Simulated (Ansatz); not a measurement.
As in space group Pm-3m (No. 221; As on 1b) at seven volumes, DFT-LDA in the program Ansatz with PAW potentials, scaled uniformly. One row is withheld.

```csv
V (Å³/atom),P (GPa)
17.362,10.84
17.935,?
18.507,2.90
19.079,0.00
19.652,-2.51
20.224,-4.76
20.797,-6.64
```

Task: Fit the shown pressures and predict the withheld one.

Result: Third-order Birch–Murnaghan: P = (3/2)B₀(x^(7/2) − x^(5/2))[1 + (3/4)(B′ − 4)(x − 1)] with x = (V₀/V)^(2/3). Least squares on the six rows gives V₀ = 19.073 Å³/atom, B₀ = 92.84 GPa, B′ = 4.55. At V = 17.935, x = 1.0419 and P = 6.57 GPa. The run itself gave 6.52 GPa.

The workflow started from a Materials Project entry (that database holds measured and hypothetical structures alike); the Crystallography Open Database copy checked does not list it. It is not the phase usual at ambient conditions (space group No. 166). The cell was relaxed with LDA under the symmetry of its start; whether a distortion lowers the energy is not shown.

Potentials: the later of the program's two PAW sets.
